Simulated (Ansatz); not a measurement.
# Kick test of a cell of Al3GaSb4

The cell was found from a structure generator's guess, not taken from experiment.

Computed with DFT PBE, scalar-relativistic, plane waves, PAW in Ansatz 0.2.0. Settings: cutoff 420 eV, Γ-centred mesh 6×6×4 on the computed 8-atom cell, Gaussian smearing of 0.02 eV; no spin polarisation.

The cell below (8 atoms, space group P-4m2 (No. 115)) is relaxed within its symmetry.

```
Al Ga Sb
1.0
     4.40539    0.00000    0.00000
     0.00000    4.40539    0.00000
     0.00000    0.00000   12.41305
Al Ga Sb
3 1 4
Cartesian
  2.2027 2.2027 3.0970
  0.0000 0.0000 6.2065
  2.2027 2.2027 9.3161
  0.0000 0.0000 0.0000
  2.2027 0.0000 4.6517
  0.0000 2.2027 7.7613
  2.2027 0.0000 10.8649
  0.0000 2.2027 1.5482
```

For the test it was strained at random (σ = 1.5 % a component), the atoms were moved at random (σ = 0.15 Å), and all was relaxed again on a coarse 4×4×1 mesh (in the run’s order of axes) with 0.10 eV smearing, with no symmetry imposed.

Spin–orbit coupling, which can matter for Sb, is left out.

Problem. Does it come back?

Solution. It returns, within 1 meV/atom of the unmoved cell on that mesh and with the same symmetry when read at 0.1 Å (C2 at 0.01 Å, so small strains and shifts remain). So it is stable against the distortions that fit this cell and that this random move excites. Modes that don't fit the cell aren't tested.
